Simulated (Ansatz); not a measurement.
CoMo (L1₀ or tetragonal B2, P4/mmm) under volume change, plane-wave PAW r²SCAN (Ansatz code), shape and atoms relaxed at each volume.

```csv
V (Å³/atom),E − E(relaxed) (meV/atom),P (GPa)
11.520,(withheld),(withheld)
11.899,(withheld),(withheld)
12.279,10.4,9.00
12.659,0.0,0.00
13.039,9.3,-7.65
13.418,35.4,-14.17
13.798,75.7,-19.70
```

Q: Complete the blanks.

A: 
- 11.520, E − E(relaxed) (meV/atom): 104.6
- 11.520, P (GPa): 31.99
- 11.899, E − E(relaxed) (meV/atom): 43.9
- 11.899, P (GPa): 19.58

Q: What does a third-order Birch–Murnaghan fit give for V₀, B₀ and B′?

A: V₀ = 12.66 Å³/atom, B₀ = 276 GPa, B′ = 4.4.

The start of the workflow was typed in or built on a structure type; neither database checked (COD, Materials Project) lists it. Whether it is the stable phase at ambient conditions was not checked. Symmetry was held in the r²SCAN relaxation; whether a distortion lowers the energy is not shown. The workflow began spin-polarised and lost its moments. Its formation energy is positive at this level, so the cell may be metastable or incomplete.

Potentials: the earlier of the program's two PAW sets.
